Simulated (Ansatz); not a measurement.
Relaxed candidate structures of SnS2:

A. Pnnm (No. 58), oP6, AFLOW prototype AB2_oP6_58_a_g (as in Fe2C); a = 5.804 Å, b = 6.188 Å, c = 3.740 Å, α = β = γ = 90.00°; Sn 2a (0.000, 0.000, 0.000); S 4g (0.249, 0.642, 0.000); non-magnetic

B. P-3m1 (No. 164), hP9; a = 7.8244 Å, b = 7.8244 Å, c = 3.5778 Å, α = 90.00°, β = 90.00°, γ = 120.00°; S 6i (0.194, 0.387, 0.273); Sn 1a (0.000, 0.000, 0.000); Sn 2d (0.667, 0.333, 0.219); non-magnetic

C. Fd-3m, origin choice 1 (No. 227), cF48, AFLOW prototype AB2_cF48_227_c_e (as in Ti2C); a = 10.3579 Å, b = 10.3579 Å, c = 10.3579 Å, α = 90.00°, β = 90.00°, γ = 90.00°; Sn 16d (0.625, 0.625, 0.625); S 32e (0.377, 0.377, 0.377); non-magnetic

D. P4₂/mnm (No. 136), tP6, rutile type; a = b = 6.071 Å, c = 3.788 Å, α = β = γ = 90.00°; Sn 2a (0.000, 0.000, 0.000); S 4f (0.307, 0.307, 0.000); non-magnetic

E. I4/mmm (No. 139), tI6; a = 5.2612 Å, b = 5.2612 Å, c = 4.8650 Å, α = 90.00°, β = 90.00°, γ = 90.00°; S 4d (0.000, 0.500, 0.250); Sn 2b (0.000, 0.000, 0.500); non-magnetic

F. Fm-3m (No. 225), cF12, fluorite type; a = 6.3919 Å, b = 6.3919 Å, c = 6.3919 Å, α = 90.00°, β = 90.00°, γ = 90.00°; Sn 4a (0.000, 0.000, 0.000); S 8c (0.250, 0.250, 0.250); non-magnetic

Task: Order them by energy per atom (lowest first) at the level PBEsol (plane waves to 420 eV, PAW, scalar-relativistic; Ansatz, a program for electronic structure).

Result: C (reference), A (+0.147 eV/atom), D (+0.18 eV/atom), E (+0.31 eV/atom), B (+0.44 eV/atom), F (+0.51 eV/atom)

Task: Which candidates are metallic at this level, and what gaps do the others have?

Result: No gap: B, D, E, F. A: 0.35 eV (no spin-orbit coupling); C: 1.08 eV (no spin-orbit coupling).

The lowest structure calculated, P-3m1, hP3, CdI2 type, non-magnetic, is not among these; it lies under 0.01 eV/atom below the lowest of them.  4 generated cells of layers, chains or molecules, poorly bound without dispersion, are left out. Each run could gain symmetry but not lose that of its start, so entries can be saddle points. All of these are generated cells (placed on structure types, drawn at random, substituted or restacked) that were not matched to a known phase here. Each structure is listed in the lowest spin state found for it. Static energies at zero pressure. The runs use different k-meshes, so differences are rounded accordingly. No spin polarisation in the result. Gaps of cells over 8 atoms come from the SCF mesh and high-symmetry points alone.
